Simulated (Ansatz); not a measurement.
Input:

TiC (rock salt)

```yaml
crystal:
  lattice:
    - [0.00000, 4.33303, 4.33303]
    - [2.16652, 0.00000, 2.16652]
    - [2.16652, 2.16652, 0.00000]
  atoms:
    - { symbol: C, position: [0.00000, 0.00000, 0.00000] }
    - { symbol: C, position: [0.50000, 0.00000, 0.00000] }
    - { symbol: Ti, position: [0.25000, 0.50000, 0.50000] }
    - { symbol: Ti, position: [0.75000, 0.50000, 0.50000] }
```

The atoms are displaced by Q × the pattern below (from a DFPT mode at L = (0.5, 0.0, 0.0), largest move 1; Q in Å), at fixed cell. (q is in reciprocal vectors of the primitive cell; the cell shown is doubled to hold the pattern.)

```tsv
atom	x	y	z
C1	0.577	-0.577	-0.577
C2	-0.577	0.577	0.577
```

Atoms not listed stay in place.

Method: PBE (plane waves to 420 eV, PAW, scalar-relativistic; Ansatz, a first-principles code). k mesh 9×18×18 (Γ-centred), Fermi-Dirac smearing 0.05 eV. Energies are smeared free energies. With partly filled bands, energies and forces of such displacements shift with the k mesh and the smearing. TiC is run without spin polarisation. TiC was relaxed with its symmetry unable to fall. The zero of ΔE is the undisplaced structure.

The scan covers Q from -0.280 to 0.280 Å in 13 points.

**Question.** Is this a single well or a double well?

**Answer.** A single well with its minimum at or next to zero displacement.

**Question.** Which space group does the distorted structure have?

**Answer.** R-3m (No. 166), lowered from Fm-3m.

**Question.** What is the energy change at Q = 0.280 Å?

**Answer.** 1725 meV/cell.

**Question.** What harmonic wavenumber does the curvature at Q = 0 give?

**Answer.** 717 cm⁻¹.

(For displaced atoms, the force is minus the slope of the energy, and its curvature is a force constant, which sets phonon frequencies.)
